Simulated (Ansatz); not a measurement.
CaSe:
```cif
data_CaSe
_chemical_formula_sum 'Ca1 Se1'
_space_group_name_H-M_alt 'P 1'
_space_group_IT_number 1
_cell_length_a 4.19659
_cell_length_b 4.19659
_cell_length_c 4.19659
_cell_angle_alpha 60.000
_cell_angle_beta 60.000
_cell_angle_gamma 60.000
loop_
_space_group_symop_operation_xyz
  'x, y, z'
loop_
_atom_site_label
_atom_site_type_symbol
_atom_site_fract_x
_atom_site_fract_y
_atom_site_fract_z
_atom_site_occupancy
Ca1 Ca 0.00000 0.00000 0.00000 1
Se1 Se 0.50000 0.50000 0.50000 1
```

Relaxed with r²SCAN. r²SCAN (plane waves, PAW; program Ansatz) gives a gap of 2.52 eV.

Question: What gap does HSE06 give on the same cell (Ansatz, PAW)?

Answer: 3.00 eV, 0.48 eV more. The hybrid was solved on a coarser mesh and at special points; its gap is the smallest among all of these.

```tsv
k	v1 r²SCAN	c1 r²SCAN	v1 HSE06	c1 HSE06
Γ	0.00	4.08	(withheld)	(withheld)
X	-0.94	2.52	-1.03	3.00
L	-1.17	5.10	(withheld)	(withheld)
W	-1.64	4.93	(withheld)	(withheld)
K	-1.10	3.79	(withheld)	(withheld)
```

Question: Top valence (v1) and lowest conduction level (c1) in eV from each method's valence maximum (which need not be a listed point): supply the withheld HSE06 values.

Answer: 
- K, v1 HSE06: -1.19
- K, c1 HSE06: 4.34
- Γ, v1 HSE06: 0.00
- Γ, c1 HSE06: 4.24
- W, v1 HSE06: -1.78
- W, c1 HSE06: 5.63
- L, v1 HSE06: -1.23
- L, c1 HSE06: 5.36

Cost on shared cores: the r²SCAN run (SCF on a 8×8×8 mesh, then bands and DOS) around 11 core-seconds (rough), the HSE06 run (SCF on 6×6×6, then a few points) about 70 core-seconds (a rough figure); the tasks are unlike.

Space group Fm-3m (rock salt). The cell was relaxed with r²SCAN under the symmetry of its start; phonons on a q-mesh show no instability. Scalar-relativistic: spin–orbit coupling is off unless named, which matters more the heavier the elements.

Potentials: the later of the program's two PAW sets.
